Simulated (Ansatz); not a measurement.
## Rutile alloy of SnO2 and PbO2 (18 of 24 Sn sites exchanged), 72 atoms

Ansatz, PAW, plane waves. PBEsol relaxation of cell lengths and atoms (angles held) at the single k point (¼, ¼, ¼) without its symmetry partners; single points on the relaxed atoms at the single k point (¼, ¼, ¼) without its symmetry partners, onto which points of the small cell's zone fold. Arrangement: unlike neighbours preferred. No spin–orbit coupling unless named.

Relaxed structure:

```cif
data_structure
_symmetry_space_group_name_H-M 'P 1'
_symmetry_Int_Tables_number 1
_cell_length_a 9.8300
_cell_length_b 9.9176
_cell_length_c 10.0690
_cell_angle_alpha 90.000
_cell_angle_beta 90.000
_cell_angle_gamma 90.000
_cell_volume 981.63
loop_
_atom_site_label
_atom_site_type_symbol
_atom_site_fract_x
_atom_site_fract_y
_atom_site_fract_z
_atom_site_occupancy
Pb1 Pb 0.99673 0.00343 0.99774 1
Pb2 Pb 0.00407 0.99593 0.33691 1
Pb3 Pb 0.99911 0.49784 0.99740 1
Pb4 Pb 0.00135 0.50161 0.33583 1
Pb5 Pb 0.49905 0.99851 0.33284 1
Pb6 Pb 0.50057 0.99965 0.66859 1
Pb7 Pb 0.50361 0.49670 0.00016 1
Pb8 Pb 0.50010 0.49993 0.66507 1
Pb9 Pb 0.25509 0.25214 0.16740 1
Pb10 Pb 0.24898 0.25107 0.50113 1
Pb11 Pb 0.24690 0.24626 0.83231 1
Pb12 Pb 0.25450 0.75133 0.16777 1
Pb13 Pb 0.24877 0.75111 0.83083 1
Pb14 Pb 0.74586 0.24776 0.16513 1
Pb15 Pb 0.75406 0.25305 0.50326 1
Pb16 Pb 0.74570 0.74754 0.16725 1
Pb17 Pb 0.75124 0.74816 0.50115 1
Pb18 Pb 0.75435 0.75326 0.83224 1
Sn1 Sn 0.00023 0.99980 0.66642 1
Sn2 Sn 0.00057 0.49970 0.66744 1
Sn3 Sn 0.50147 0.00077 0.99849 1
Sn4 Sn 0.49724 0.50279 0.33544 1
Sn5 Sn 0.24749 0.74697 0.50213 1
Sn6 Sn 0.75124 0.24847 0.83190 1
O1 O 0.14093 0.16631 0.00175 1
O2 O 0.15263 0.15761 0.33298 1
O3 O 0.14680 0.14973 0.66625 1
O4 O 0.14906 0.66037 0.00022 1
O5 O 0.14775 0.66383 0.34058 1
O6 O 0.14963 0.65144 0.65956 1
O7 O 0.64842 0.15417 0.99083 1
O8 O 0.64977 0.15706 0.33632 1
O9 O 0.65058 0.16305 0.67261 1
O10 O 0.65325 0.65367 0.99731 1
O11 O 0.64087 0.65666 0.33509 1
O12 O 0.64515 0.66385 0.66838 1
O13 O 0.35245 0.34096 0.99750 1
O14 O 0.35426 0.34873 0.33532 1
O15 O 0.35519 0.33600 0.66787 1
O16 O 0.35703 0.84548 0.99865 1
O17 O 0.34524 0.84292 0.34331 1
O18 O 0.35081 0.83577 0.65900 1
O19 O 0.84769 0.33694 0.99292 1
O20 O 0.85712 0.33672 0.33263 1
O21 O 0.85190 0.34699 0.67523 1
O22 O 0.85547 0.83827 0.00161 1
O23 O 0.85449 0.83497 0.33308 1
O24 O 0.85421 0.84943 0.66591 1
O25 O 0.10607 0.41332 0.16688 1
O26 O 0.09563 0.40672 0.50850 1
O27 O 0.10111 0.41109 0.82541 1
O28 O 0.10600 0.91232 0.16531 1
O29 O 0.10217 0.90253 0.50967 1
O30 O 0.09720 0.91136 0.82675 1
O31 O 0.59758 0.40921 0.17594 1
O32 O 0.60000 0.41366 0.49301 1
O33 O 0.60743 0.40336 0.83204 1
O34 O 0.59767 0.90943 0.15923 1
O35 O 0.60657 0.91227 0.50067 1
O36 O 0.59933 0.90953 0.84001 1
O37 O 0.40447 0.09130 0.15884 1
O38 O 0.40049 0.09331 0.50110 1
O39 O 0.39697 0.08512 0.84010 1
O40 O 0.40340 0.59120 0.17284 1
O41 O 0.39463 0.59325 0.49378 1
O42 O 0.39849 0.58916 0.83361 1
O43 O 0.89442 0.08665 0.16924 1
O44 O 0.90525 0.09036 0.50665 1
O45 O 0.89693 0.09480 0.82434 1
O46 O 0.89454 0.58611 0.16652 1
O47 O 0.89757 0.58552 0.50887 1
O48 O 0.90595 0.59398 0.82539 1
```

Q: What are the mean bond lengths by pair (pairs within 1.2 times the sum of covalent radii, less contacts 15 % beyond the pair's median; cation–cation pairs of compounds aside; long ionic contacts are cut short by that bound)?

A: O–Pb 2.174 ± 0.016 Å (standard deviation, 108 bonds); O–Sn 2.084 ± 0.015 Å (standard deviation, 36 bonds).

Q: What gap lies between the top filled and the lowest empty level in the single points?

A: HSE06 1.95 eV (32 s on NVIDIA GB300). Away from Γ this isn't the crystal's band gap.
